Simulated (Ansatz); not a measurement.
**Structure relaxation, Si$_{2}$W**

The start is a generated cell, Si2W built in the C54 structure type. The structure is fully relaxed (lattice and positions, P = 0) with r2SCAN (plane waves to 500 eV, PAW, scalar-relativistic; Ansatz, a quantum-chemistry and plane-wave program). First-step values are on the input's coarse k-mesh.

Ansatz input (later rounds restart from its end on a renewed k-mesh):
Ansatz 0.2 input:
```yaml
crystal:
  lattice:
    - [0, 4.10716, 4.247955]
    - [2.384677, 0, 4.247955]
    - [2.384677, 4.10716, 0]
  atoms:
    - { symbol: Si, position: [0.6635, 0.3365, 0.6635] }
    - { symbol: Si, position: [0.3365, 0.6635, 0.3365] }
    - { symbol: Si, position: [0.5865, 0.9135, 0.5865] }
    - { symbol: Si, position: [0.9135, 0.5865, 0.9135] }
    - { symbol: W, position: [0, 0, 0] }
    - { symbol: W, position: [0.25, 0.25, 0.25] }
basis: { ecutwfc: 500, ecutrho_ratio: 4, xc_grid: 4, fft_grid_basis: typed }
kpoints: { mp_grid: { grid: [6, 6, 6] } }
hamiltonian:
  xc: r2scan
  dispersion: none
  pseudopotentials: { azcp: { folder: ./paw }, kind: paw }
scf: { occupations: { method: fermi_dirac, width: 0.05 } }
relax: { f_tol: 0.01, max_steps: 100, cell: { stress_tol: 0.02 } }
output: { forces: true, stress: true }
```

```json
{
  "initial_pressure": "-6 GPa (negative: the cell is under tension)",
  "largest_initial_force": "about 0.2 eV/Å, on Si1, Si2, Si3, Si4 (atoms numbered as listed)",
  "outcome": "The space group stays Fddd (No. 70) (the run could not lower it); the end is AFLOW prototype A2B_oF24_70_e_a (C54, as in TiSi2), with 6 atoms in the primitive cell",
  "energy_released": "0.05 eV/atom",
  "volume_change": "-3.6 %, from 13.87 to 13.37 Å³/atom",
  "band_gap_at_the_end": "no gap (metallic)",
  "optimiser_moves": "15"
}
```

Final structure:

```cif
data_Si16W8
_chemical_formula_sum 'Si16 W8'
_space_group_name_H-M_alt 'Fddd :1'
_space_group_IT_number 70
_space_group_name_Hall 'F 2 2 -1d'
_cell_length_a 4.55126
_cell_length_b 7.87039
_cell_length_c 8.95511
_cell_angle_alpha 90.000
_cell_angle_beta 90.000
_cell_angle_gamma 90.000
loop_
_atom_site_label
_atom_site_type_symbol
_atom_site_symmetry_multiplicity
_atom_site_Wyckoff_symbol
_atom_site_fract_x
_atom_site_fract_y
_atom_site_fract_z
_atom_site_occupancy
Si1 Si 16 f 0.00000 0.33577 0.00000 1
W1 W 8 a 0.00000 0.00000 0.00000 1
```
(The calculation used a cell of 6 atoms; values per cell refer to that cell.)

Final values are on a 13×13×13 k-mesh of the relaxed cell. No spin polarisation in the result.

The run could not lose the symmetry of its start: the end is stationary, and may be a saddle point rather than a minimum.

The relaxed structure here is a generated cell of Si2W: the first start was made by placing the elements on the sites of a structure type, and the end was not matched to a known phase here, so it may be hypothetical. Known forms of Si2W include space group No. 139.
